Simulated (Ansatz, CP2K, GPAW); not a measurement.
K2CuBr2F2: programs and potentials compared

```
Br Cu K F
1.0
     4.96134    0.00000    0.00000
     0.00000    4.96134    0.00000
     0.00000    0.00000    6.54519
Br Cu K F
2 1 2 2
Direct
  0.50000 0.00000 0.00000
  0.00000 0.50000 0.00000
  0.00000 0.00000 0.00000
  0.50000 0.00000 0.50000
  0.00000 0.50000 0.50000
  0.50000 0.50000 0.50000
  0.00000 0.00000 0.50000
```

The cell comes from a database or a generator and needn't be the stable form of this composition.

Alike in all runs: task single point; functional revPBE; dispersion D3(BJ); k mesh 5 × 5 × 4; occupations fermi-dirac, width 0.05 eV; no spin polarisation; no spin-orbit coupling. Pressure is positive in compression and, in plane waves, holds the error of the finite cutoff, which Ansatz's Pulay term estimates and takes out.

| program and potentials | plane-wave cutoff (eV) | notes | pressure (GPa) |
| --- | --- | --- | --- |
| Ansatz, Ansatz PAW | 420 | potentials made for PBE, which Ansatz adapts in part; 9.29 valence electrons an atom on average; Pulay term of +0.15 GPa included | 1.52 |
| CP2K, POTENTIAL_UZH Br GTH-PBE-q7, Cu GTH-PBE-q11, K GTH-PBE-q9, F GTH-PBE-q7; TZVP-MOLOPT-PBE-GTH basis | - | atomic basis; potentials made for PBE; 8.14 valence electrons an atom on average | 1.64 |
| GPAW, the program's PAW data sets (release 1.2.1) made for this functional | 800 | 8.14 valence electrons an atom on average; this data set often lies off other programs | 1.24 |

The pressure spans 1.24 (GPAW, the program's PAW data sets (release 1.2.1) made for this functional) to 1.64 GPa (CP2K, POTENTIAL_UZH Br GTH-PBE-q7, Cu GTH-PBE-q11, K GTH-PBE-q9, F GTH-PBE-q7; TZVP-MOLOPT-PBE-GTH basis). Some sets were made for another functional than the one run, which can shift their rows. Rows in atomic bases carry the error of their basis and grid, which can be large.

Differences between rows come from potentials, basis sets and numerical settings, since the functional is the same but for its coding. Runs on potential files found faulty are left out.
